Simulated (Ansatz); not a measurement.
**Li3Ga2 (R-3m): electronic heat capacity and spin susceptibility from the density of states**

Level of theory: DFT PBEsol, scalar-relativistic, plane waves, PAW (Ansatz).

Plane waves to 420 eV, a k mesh through Γ of 12×12×12 on the computed 5-atom cell and Gaussian smearing (0.10 eV); no spin polarisation.

Relaxed cell: R-3m, a = 4.309 Å, b = 4.309 Å, c = 13.667 Å, α = 90.00°, β = 90.00°, γ = 120.00°, 5 atoms in the primitive cell. Whether it is the stable form of this composition wasn't checked.

The density of states at the Fermi level is 0.945 states/eV in the cell of 5 atoms (1 formula unit; both spins, tetrahedra on a 18×18×18 mesh).

Problem. What Sommerfeld coefficient and Pauli susceptibility does this give?

Solution. Per formula unit N(E_F) = 0.945 states/eV. γ = (π²/3) k_B² N(E_F) N_A = 2.357 mJ/(mol K²) per state/eV, so γ = 2.2 mJ/(mol K²), a mole of formula units. χ_P = μ_B² N(E_F) N_A = 3.23×10⁻⁵ emu/mol per state/eV gives 3.1×10⁻⁵ emu/mol. This is the bare band result: a measured γ of the same phase is as a rule larger by a factor 1 + λ from phonons and spin fluctuations, the spin part of χ is larger by the Stoner factor, and a measured χ also holds orbital and core terms. N(E_F) at one energy is sensitive to the mesh where the density of states has sharp peaks.

Cost: 1 run of about 0.95 core-minutes, on AMD EPYC 9R45 (Zen 5) (shared hosts).